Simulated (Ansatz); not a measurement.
**Scan of one atom of the cell for Te (trigonal-Te type, space group P3_121)**

Te (trigonal-Te type, space group P3_121)

```
CELL_PARAMETERS angstrom
      4.52111     0.00000     0.00000
     -2.26056     3.91540     0.00000
      0.00000     0.00000     5.95492
ATOMIC_POSITIONS crystal
  Te 0.26812 0.00000 0.33333
  Te 0.00000 0.26812 0.66667
  Te 0.73188 0.73188 0.00000
```

Scan: atom 2 (Te, nearest neighbour Te at 2.889 Å; its periodic images, 4.5 Å or more away, move with it) is displaced along Cartesian [110], direction (0.707, 0.707, 0.000) in Cartesian axes, by s. The other atoms stay.

The numbers are results of PBE (plane waves to 420 eV, PAW, scalar-relativistic; Ansatz, a program for electronic structure), not measurements. k mesh 7×7×5 (Γ-centred), Fermi-Dirac smearing 0.05 eV. The energy includes the smearing's −TS. Stress and pressure are positive under compression. As the smearing reaches across the gap at some points, energies and forces of such displacements shift with the k mesh and the smearing. F∥ is the force on the atom along that direction. F⊥ is the part of the force across the line. Spin-orbit coupling is left out, though Te is heavy. Te was relaxed with its symmetry unable to fall. The PAW data are Ansatz's earlier set. The zero of ΔE is the undisplaced structure.

```
s (Å)   ΔE (meV/cell)  |F⊥| (eV/Å)  F∥ (eV/Å)  P (GPa)
------  -------------  -----------  ---------  -------
-0.290            104        0.350      0.725      1.0
-0.232             66        0.256      0.576      0.8
-0.174             37        0.174      0.428      0.5
-0.116             16        0.104      0.282      0.3
-0.058              4        0.046      0.138      0.1
0.000               0        0.002      0.000      0.0
0.058               4        0.035     -0.134     -0.1
0.116              15        0.059     -0.260     -0.2
0.174              34        0.071     -0.379     -0.2
0.232              59        0.076     -0.486     -0.2
0.290              90        0.076     -0.579     -0.1
```

Key numbers:

The energy at s = 0.290 Å is 90 meV/cell and the force along the line at s = -0.290 Å is 0.725 eV/Å. The force constant k = d²E/ds² at s = 0 (finite differences) comes out as 2.35 eV/Å². Symmetry of the curve: not even: the negative side lies higher at ±0.290 Å. Shape of the curve: a single well with its minimum at or next to zero displacement. Harmonic estimate at the end of the scan: ½ks² = 99 meV/cell against the computed 90 meV/cell, so the well is softer than harmonic there.

The 11 points together took very roughly 7 core-minutes.

(A displaced cell: forces are minus the slopes of the energy, force constants its curvatures, and phonons follow from these.)
